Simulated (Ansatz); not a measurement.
Does relaxation matter for the field gradients of CO2 with iodine replacing O?

Start: a supercell of CO2 (space group Pa-3) built from a computed structure from the Materials Project (it need not be an observed phase), with all atoms left at the host's positions.

Space group R3:H (No. 146); a = 15.5481, c = 9.5212 Å, γ = 120.00°.

```
site  Wyckoff  site symmetry       x       y       z
  C1       3a             3.  0.0000  0.0000  0.0000
  C2       9b              1  0.6667  0.8333  0.3333
  C5       9b              1  0.9167  0.8333  0.3333
  C6       9b              1  0.9167  0.3333  0.3333
  C7       9b              1  0.0833  0.1667  0.6667
  C8       9b              1  0.4167  0.3333  0.3333
   I       3a             3.  0.0000  0.0000  0.1225
 O18       9b              1  0.6667  0.8333  0.4559
 O21       9b              1  0.0016  0.1258  0.6258
 O22       9b              1  0.3350  0.2925  0.2925
 O23       9b              1  0.8350  0.7925  0.2925
 O24       9b              1  0.8350  0.2925  0.2925
 O33       3a             3.  0.0000  0.0000  0.8775
 O34       9b              1  0.3333  0.1667  0.5441
 O37       9b              1  0.9984  0.8742  0.3742
 O38       9b              1  0.9984  0.3742  0.3742
 O39       9b              1  0.1650  0.2075  0.7075
 O40       9b              1  0.4984  0.3742  0.3742
```

One atom of each set is listed; the run and its k-mesh use a cell of 48 atoms with edges of 9.52, 9.52, 9.52 Å.

Method: Kohn–Sham DFT in Ansatz, PBE, plane waves and PAW, scalar-relativistic, 420 eV cutoff, Γ-centred 3×3×3 k-points, Fermi–Dirac smearing 0.01 eV, cell charge +1.

The largest force at the start is 148 eV/Å. Relaxing the ions at fixed cell moves them by 0.545 Å at most (atom 1, C) and 0.204 Å rms.

```tsv
site	moved (Å)	first shell before	first shell after	V_zz before (10²¹ V/m²)	η before
C1	0.545	1 I at 1.17 Å, 1 O at 1.17 Å, angle 180°	1 O at 1.14 Å, 1 I at 1.92 Å, angle 180°	6.67	0.00
C5	0.312	2 O at 1.17 Å, angle 180°	2 O at 1.16–1.17 Å, angle 176°	-2.94	0.05
C6	0.097	2 O at 1.17 Å, angle 180°	2 O at 1.17 Å, angle 179°	-2.96	0.02
I	0.204	1 C at 1.17 Å, 1 O at 2.33 Å	1 C at 1.92 Å	-115.4	0.00
O18	0.068	1 C at 1.17 Å	1 C at 1.17 Å	7.05	0.02
O23	0.357	1 C at 1.17 Å	1 C at 1.16 Å	6.76	0.19
O33	0.516	1 C at 1.17 Å, 1 I at 2.33 Å	1 C at 1.14 Å	2.72	0.00
O34	0.241	1 C at 1.17 Å	1 C at 1.17 Å	7.15	0.02
O37	0.213	1 C at 1.17 Å	1 C at 1.17 Å	6.96	0.13
O40	0.071	1 C at 1.17 Å	1 C at 1.17 Å	7.66	0.04
```

Q: What are V_zz and η after the relaxation?

A: 

| site | V_zz after | η after | change of V_zz |
| --- | --- | --- | --- |
| C1 | -3.96 | 0.00 | -10.63 |
| C5 | -2.95 | 0.05 | -0.01 |
| C6 | -2.94 | 0.01 | +0.02 |
| I | 149.9 | 0.00 | +265.34 |
| O18 | 7.06 | 0.02 | +0.01 |
| O23 | 6.58 | 0.09 | -0.18 |
| O33 | -1.40 | 0.00 | -4.12 |
| O34 | 7.21 | 0.05 | +0.06 |
| O37 | 7.45 | 0.20 | +0.49 |
| O40 | 7.42 | 0.01 | -0.24 |

The largest change of V_zz is on I, from -115.4 to 149.9. In per cent, |V_zz| changes by -1 to 0 on C, -3 to +7 on O (all sites that start above 0.5, bar those whose gradient vanishes or changes sign or whose main axis turns by over 40°). V_zz changes sign on I (same axis), C1 (same axis), O33 (same axis). The table leaves out 8 of the 18 sites, with |V_zz| up to 7.61; their tensors move by 1.13 at most along any direction. The statements above cover all sites. The host's own positions weren't relaxed first, so part of the change far from the defect can be the host's relaxation.

The defect repeats with the cell of 48 atoms, so it feels its images: sites between two images don't show the values beside a lone defect, and zeros or small values of η there can come from the images' arrangement. C and O carry a gradient in the pure host already, so the values there aren't the defect's effect alone. A uniform background compensates the cell's charge. Without spin–orbit coupling the gradients at and beside I can be off by some per cent, at some sites by more.
Before: The cell keeps the host's lattice, where the PBE pressure is 17 GPa (in a charged cell this depends on the convention for the mean potential). The neighbours have not yet relaxed around the defect (largest force 148 eV/Å), so the values at and beside it are those of a strained start, not of the defect in a real crystal.
After: The relaxation keeps the site symmetry 3 of the start, so the impurity can move only along its axis; a start off the site could end lower.
